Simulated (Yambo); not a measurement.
Yambo run on ZnSO$_{4}$ (space group F-43m, No. 216). The wavefunctions are norm-conserving PBEsol (Quantum ESPRESSO, 84 Ry, scalar-relativistic) ones on a 2×2×2 mesh (25 occupied bands); a = 5.477 Å, b = 5.477 Å, c = 5.477 Å, α = 60.00°, β = 60.00°, γ = 60.00°.

Yambo input:

```
rim_cut
gw0
dyson
el_el_corr
HF_and_locXC
cohsex
em1s
RandQpts= 1000000
RandGvec= 1 Ry
EXXRLvcs= 84 Ry
VXCRLvcs= 336 Ry
Chimod= "HARTREE"
% BndsRnXs
 5 | 171 |
%
NGsBlkXs= 7 Ry
% LongDrXs
 1.0 | 1.0 | 1.0 |
%
ExtendOut
% QPkrange
 1 | 1 | 25 | 26 |
 2 | 2 | 25 | 25 |
%
```

k points by index: 1 = Γ, 2 = L.

Resulting energies as the program prints them:

```
#    K-point    Band    Eo [eV]    E [eV]    E-Eo [eV]    Vxc [eV]    Vnlxc [eV]    Sc|Eo [eV]    Re(Z)    Im(Z)
#
    1    25    -0.003701    -3.742156    -3.738455    -20.09758    -26.02763    2.191598    1.000000    0.000000
    1    26    4.756738    5.574169    0.817431    -12.46122    -7.698634    -3.945150    1.000000    0.000000
    2    25    0.000000    -3.687205    -3.687205    -20.10827    -26.03712    2.241639    1.000000    0.000000
```
(The two width columns are left out.) Convergence of these settings isn't established.

Geometry of the Materials Project entry, not relaxed at this level.
